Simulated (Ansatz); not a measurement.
input.yaml (Ansatz)

```yaml
crystal:
  lattice:
    - [-1.6261777746, 1.6261777746, 1.6261777746]
    - [1.6261777746, -1.6261777746, 1.6261777746]
    - [1.6261777746, 1.6261777746, -1.6261777746]
  atoms:
    - { symbol: Ti, position: [0.0, 0.0, 0.0], spin: 1.0 }
hamiltonian:
  xc: mr2scan
  pseudopotentials:
    kind: paw
    azcp:
      Ti: "pseudopotentials/Ti.paw.azcp"
basis:
  ecutwfc: 500
  fft_grid_basis: typed
kpoints:
  mp_grid: { grid: [22, 22, 22], shift: [0, 0, 0] }
magnetization:
  spin_polarized: true
scf:
  occupations: { method: fermi_dirac, width: 0.05 }
```

Output

```
Engine: ansatz 0.2.0, aarch64-unknown-linux-gnu
Pseudopotentials: kind: paw
Pseudopotential: Ti, paw, valence charge 12, recommended cutoff 500 eV (meta_gga) 
Functional definition: m-r2SCAN
  exchange = m_r2scan_x
  correlation = m_r2scan_c
Crystal: 1 atoms, lattice volume = 17.201 Å³
Basis set: ecut = 500 eV, 429 PW (Γ), exchange–correlation on 96×96×96 points (64 copies of the dense FFT grid, shifted against one another)
Bands: 11, of which v1, the nominal top of the filled ones, is band 6 counted from 1 (5 counted from 0)
Symmetry: 48 space group operations
Space group: Im-3m (ITA 229), of the structure as read, at distance tolerance 2.6e-5 Å
Magnetic group: BNS 229.140 (UNI 1642), of the structure as read, at distance tolerance 2.6e-5 Å
k-points: 328 of 10648
Non-local potential: Ti, projectors of the file, l = 0: 3, l = 1: 2, l = 2: 3, l = 3: 1
PAW form: soft (Blöchl's): semilocal exchange-correlation on the pseudo side does not see the compensation charge
PAW frozen core: Ti, regenerated for the run's functional (the file was generated under x = pbe(κ = 0.804, μ = 0.2195149727645171), c = pbe(β = 0.06672455060314922))
PAW one-centre angular grid: Ti, 590 points (default); XC on 160 Gauss nodes
Initial density: superposition of atomic densities (chi_scale 0.1, normalization cell)
Starting moments: Σ|m| = 1 μB on 1 of 1 site
Initial wavefunctions: pseudopotential atomic-orbital guess
Functional: x = mr2scan, c = mr2scan; τ floored in thin density (d = 2e-4 eV/Å³)
SCF iter   1: F=—  HF=-2504.536525 eV  |F-HF|=—  |Δ(HF+E_count)|=         —  Δρ=5.68e-2 (↑5.68e-2 ↓1.40e-2)  dr2=8.42e-1  dr2_τ=6.59e-3  dr2_m=9.35e-2  M=0.860 μB ∫|m|=0.860 μB  β_m=1.00  ethr=3.10e-3  ⟨swp⟩=4.6  Hψ=36335  notcnv=0
Mixer restart at iter 1: flushing history
SCF iter   2: F=—  HF=-2504.202664 eV  |F-HF|=—  |Δ(HF+E_count)|=   3.34e-1  Δρ=1.29e-2 (↑1.20e-2 ↓1.29e-2)  dr2=1.16e-1  dr2_τ=1.40e-3  dr2_m=1.60e-3  M=0.948 μB ∫|m|=0.948 μB  β_m=1.00  ethr=3.10e-3  ⟨swp⟩=2.9  Hψ=18034  notcnv=0  defer=148  κ⁻¹=1.0e0(r=1)
SCF iter   3: F=—  HF=-2504.192210 eV  |F-HF|=—  |Δ(HF+E_count)|=         —  Δρ=9.19e-3 (↑8.08e-3 ↓9.19e-3)  dr2=5.79e-3  dr2_τ=7.36e-4  dr2_m=9.16e-3  M=0.825 μB ∫|m|=0.825 μB  β_m=1.00  ethr=9.71e-4  ⟨swp⟩=2.6  Hψ=12692  notcnv=0  defer=148
Mixer restart at iter 3: flushing history
SCF iter   4: F=—  HF=-2504.211831 eV  |F-HF|=—  |Δ(HF+E_count)|=   1.96e-2  Δρ=6.93e-3 (↑5.30e-3 ↓6.93e-3)  dr2=2.54e-3  dr2_τ=3.85e-4  dr2_m=4.67e-3  M=0.695 μB ∫|m|=0.695 μB  β_m=1.00  ethr=4.82e-5  ⟨swp⟩=2.2  Hψ=10665  notcnv=0  defer=148  κ⁻¹=1.0e0(r=1)
SCF iter   5: F=—  HF=-2504.242486 eV  |F-HF|=—  |Δ(HF+E_count)|=   3.07e-2  Δρ=6.18e-3 (↑4.65e-3 ↓6.18e-3)  dr2=9.89e-4  dr2_τ=2.69e-4  dr2_m=4.43e-3  M=0.400 μB ∫|m|=0.400 μB  β_m=1.00  ethr=2.11e-5  ⟨swp⟩=2.0  Hψ=13955  notcnv=0  defer=148  κ⁻¹=1.4e-1(r=2)
SCF iter   6: F=—  HF=-2504.241535 eV  |F-HF|=—  |Δ(HF+E_count)|=   9.51e-4  Δρ=6.20e-3 (↑4.63e-3 ↓6.20e-3)  dr2=1.03e-3  dr2_τ=2.69e-4  dr2_m=4.41e-3  M=0.416 μB ∫|m|=0.416 μB  β_m=0.66  ethr=8.24e-6  ⟨swp⟩=1.0  Hψ=7216  notcnv=0  defer=148  κ⁻¹=9.3e-5(r=3)
...
SCF iter  59: F=-2504.242463 eV  HF=-2504.242463 eV  |F-HF|=6.82e-12  |Δ(HF+E_count)|=    0.00e0  Δρ=2.61e-7 (↑2.61e-7 ↓1.64e-7)  dr2=1.00e-11  dr2_τ=4.54e-13  dr2_m=3.49e-12  M=0.000 μB ∫|m|=0.000 μB  ethr=1.00e-12  ⟨swp⟩=1.0  Hψ=20623  notcnv=0
SCF 1 converged in 59 iterations: F = -2504.242463 eV  dr2 = 1.00e-11
at 13 of the mixer's solves, the last at iteration 49, it left a direction of its history that read negative out of its fit and stepped the other way along it
the search or the solves at the SCF's close seem to have found levels that the self-consistency loop had missed (the run counts 2). By its estimate they hold under 1e-12 electrons; where the run keeps them, the occupations were computed again with them
WARN: the starting moments were not kept: the SCF closed with an absolute magnetisation of 6.4e-5 μB, where they sum to 1 μB in size (1 site). That is at most 0.1 of that sum. Measured as dr2_m measures the in/out step, that magnetisation stands 1.0e-9 eV from none, at or under the dr2_threshold of 1.0e-7 eV: it is no larger than a step whose dr2_m would equal this threshold. The system may hold no moment; this SCF shows only that its start led to no more than that. To try another start: raise the starting moments (crystal.atoms[].spin, magnetization.per_species, magnetization.initial_magnetization, or on a non-collinear deck that types none of these the spinor_matrix: blocks that start its atoms; where the total moment is fixed, keep their sum and leave initial_magnetization as it is; typed ones take the place of any that the run laid by itself, positive ones on a crystal's lanthanoids without a Hubbard term where scf.initial_density.shell_occupations: [] is typed) or, if the notice of its spin-set hold's release reads "site moments contracting" or "site moments show no strong build", lengthen the hold (scf.mixing.spin_hold: { on: { confirm: 4 } }; for m-r²SCAN on two components see the key's manual first). Each may lead to a state that holds a moment. A second SCF, from the converged charge density, with the starting moments and any scf.initial_density.shell_occupations laid on it anew, would have followed, and was not run: the deck does not ask for one (magnetization.retry_lost_moments is false, the default). To let it run, set magnetization.retry_lost_moments: true and run the deck again, where that key's refused combinations let it; where memory then withholds it, that run's warning says so.
SCF converged after 59 iterations
Magnetization: 0.0001 μB (6.0000 up, 6.0000 down)
Absolute magnetization: 0.0001 μB (∫|ρ↑−ρ↓|, with the PAW one-centre terms)
Spin contamination: 0.0000 ħ² per cell (⟨S²⟩ above its minimum at these occupations)
Per-site moments (μB) at R_I (Å): [(4.305904366449625e-5, 1.161856792695427)]
Free energy (F): -2504.242463 eV
Harris-Foulkes:  -2504.242463 eV  (|F-HF|=6.82e-12)
Internal energy: -2504.224190 eV  (E = F + TS)
E sigma→0 (E₀):  -2504.233326 eV
Entropy (-TS):   -0.018272 eV (-18.272 meV/atom)
Fermi energy:    13.283510 eV
--- Per-component energies (eV) ---
  E_band       = -168.221415
  E_kinetic    = 272.786411
  E_local      = -804.420232  (includes V_loc(G=0)·N_el)
  E_nonlocal   = 7.591492
  E_hartree    = 329.879025
  E_xc         = -92.818722
  E_vxc        = -132.705661  (∫ρ·V_xc dr)
  E_paw        = -1056.886744  (= ΣΔE_a)
  E_vpaw       = -180.381622  (= ΣTr[D̂ρ^β])
  E_aug_tail   = 0.000090  (compensation charges beyond the density's cutoff)
  E_vtau       = 9.150168  (kinetic-family band-sum trace: ∫τ·v_τ [+ j·A + Jᵃ·Aᵃ] dr)
  E_ewald      = -1160.102052
  E_core_change = -0.253457  (= ΣΔE_core)
  E_smearing   = -0.018272  (= −TS)
  E_closure    = 0.000000  (closes the sum)
  Σ components = -2504.242463   (vs F -2504.242463, Δ=0.00e0)
--- Band table (eV; the first three rows and the last of 656) ---
  k-point 0 ↑: bands = ["-45.6262", "-20.4080", "-20.4080", "-20.4080", "6.8978", "14.4313", "14.4313", "14.4313", "16.2322", "16.2322", "31.4550"]
  k-point 1 ↑: bands = ["-45.6234", "-20.4232", "-20.4126", "-20.4081", "6.9727", "14.3960", "14.4212", "14.4847", "16.1896", "16.2341", "31.3315"]
  k-point 2 ↑: bands = ["-45.6151", "-20.4673", "-20.4259", "-20.4085", "7.1942", "14.2944", "14.3812", "14.6430", "16.0830", "16.2406", "30.9556"]
  k-point 327 ↓: bands = ["-45.3866", "-20.8924", "-20.8924", "-20.8924", "10.9865", "10.9865", "17.4471", "17.4471", "17.4471", "22.1420", "22.1420"]
```
